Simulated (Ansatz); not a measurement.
Perovskite alloy of KMgF3 and KZnF3 (7 of 8 Mg sites exchanged), 40 atoms

Ansatz, PAW, plane waves. PBEsol relaxation of volume and atoms (shape held) at the single k point (¼, ¼, ¼) without its symmetry partners; single points on the relaxed atoms at the single k point (¼, ¼, ¼) without its symmetry partners, onto which points of the small cell's zone fold. Arrangement: quasirandom. No spin–orbit coupling unless named.

Relaxed structure:

```cif
data_structure
_symmetry_space_group_name_H-M 'P 1'
_symmetry_Int_Tables_number 1
_cell_length_a 8.0901
_cell_length_b 8.0901
_cell_length_c 8.0901
_cell_angle_alpha 90.000
_cell_angle_beta 90.000
_cell_angle_gamma 90.000
_cell_volume 529.50
loop_
_atom_site_label
_atom_site_type_symbol
_atom_site_fract_x
_atom_site_fract_y
_atom_site_fract_z
_atom_site_occupancy
K1 K 0.00039 0.00056 0.99990 1
K2 K 0.00014 0.00045 0.49990 1
K3 K 0.00067 0.50016 0.99985 1
K4 K 0.00046 0.50018 0.50007 1
K5 K 0.50080 0.00061 0.99996 1
K6 K 0.50087 0.00025 0.49992 1
K7 K 0.50034 0.50026 0.99973 1
K8 K 0.50061 0.50037 0.50007 1
Zn1 Zn 0.25050 0.25033 0.24994 1
Zn2 Zn 0.25049 0.25030 0.74990 1
Zn3 Zn 0.25054 0.75035 0.74991 1
Zn4 Zn 0.75049 0.25041 0.24996 1
Zn5 Zn 0.75048 0.25036 0.74998 1
Zn6 Zn 0.75053 0.75032 0.24989 1
Zn7 Zn 0.75060 0.75029 0.74996 1
Mg1 Mg 0.25057 0.75040 0.24991 1
F1 F 0.25070 0.24958 0.00015 1
F2 F 0.24995 0.25103 0.49977 1
F3 F 0.25018 0.75102 0.00272 1
F4 F 0.25086 0.74963 0.49716 1
F5 F 0.74996 0.25101 0.00000 1
F6 F 0.75067 0.24955 0.49992 1
F7 F 0.75109 0.74958 0.00016 1
F8 F 0.75020 0.75094 0.49981 1
F9 F 0.00065 0.25091 0.24954 1
F10 F 0.00051 0.25041 0.75029 1
F11 F 0.00329 0.74962 0.25037 1
F12 F 0.00072 0.75025 0.74966 1
F13 F 0.50027 0.24947 0.25028 1
F14 F 0.50041 0.25045 0.74952 1
F15 F 0.49776 0.75089 0.24960 1
F16 F 0.50037 0.75029 0.75044 1
F17 F 0.24984 0.99755 0.25066 1
F18 F 0.25050 0.00015 0.74935 1
F19 F 0.25117 0.50310 0.24935 1
F20 F 0.25055 0.50052 0.75081 1
F21 F 0.75110 0.00016 0.24930 1
F22 F 0.75058 0.00026 0.75070 1
F23 F 0.74972 0.50050 0.25074 1
F24 F 0.75063 0.50037 0.74927 1
```

Q: What are the mean bond lengths by pair (pairs within 1.2 times the sum of covalent radii, less contacts 15 % beyond the pair's median; cation–cation pairs of compounds aside; long ionic contacts are cut short by that bound)?

A: F–K 2.860 ± 0.005 Å (standard deviation, 96 bonds); F–Mg 2.000 ± 0.000 Å (standard deviation, 6 bonds); F–Zn 2.026 ± 0.008 Å (standard deviation, 42 bonds).

Q: What gap lies between the top filled and the lowest empty level in the single points?

A: r²SCAN 5.94 eV (15 s on 7 threads of Neoverse-V2). Away from Γ this isn't the crystal's band gap.
